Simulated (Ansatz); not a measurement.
MgGaNO:
```yaml
crystal:
  lattice:
    - [3.23196, 0.00000, 0.00000]
    - [-1.61598, 2.79896, 0.00000]
    - [0.00000, 0.00000, 5.15890]
  atoms:
    - { symbol: Ga, position: [0.33333, 0.66667, 0.50664] }
    - { symbol: Mg, position: [0.66667, 0.33333, 0.00931] }
    - { symbol: O, position: [0.33333, 0.66667, 0.12889] }
    - { symbol: N, position: [0.66667, 0.33333, 0.60515] }
```

Relaxed with r²SCAN. Special points in fractions of this cell's reciprocal vectors: Γ (0.000, 0.000, 0.000); M (0.500, 0.000, 0.000); K (0.333, 0.333, 0.000); A (0.000, 0.000, 0.500); L (0.500, 0.000, 0.500); H (0.333, 0.333, 0.500).

**Question.** List the band energies nearest the valence-band maximum at these points for the program Ansatz at the r²SCAN level (PAW).

**Answer.** In eV from the valence-band maximum; about four levels below and three above (degenerate sets whole), none deeper than 8.9 eV; points with the same levels are listed once.

```
k                        below            above
-  ---------------------------  ---------------
Γ  -2.29 -2.29 -0.47 0.00 0.00   2.60 6.35 9.74
M      -3.75 -2.86 -1.27 -1.19   5.94 7.03 7.85
K      -3.56 -3.47 -2.74 -1.21   6.86 8.58 8.69
A      -2.25 -2.25 -0.04 -0.04  4.42 5.93 10.18
L      -2.68 -2.59 -1.50 -0.93   5.53 5.82 9.46
H      -3.95 -3.39 -2.18 -0.68   7.02 7.31 8.99
```

Space group P3m1. The start of the workflow was typed in or built on a structure type; neither database checked (COD, Materials Project) lists it. Whether it is the stable phase at ambient conditions was not checked. The r²SCAN relaxation kept the symmetry of its start; its stability against distortions is not shown here. The volume moved by -18 % from the start of the relaxation. Spin–orbit coupling is left out wherever it is not named.

Potentials: the earlier of the program's two PAW sets. The files were generated under PBE; for other functionals the program regenerates the frozen cores, and for LDA and PBEsol the local potential too.
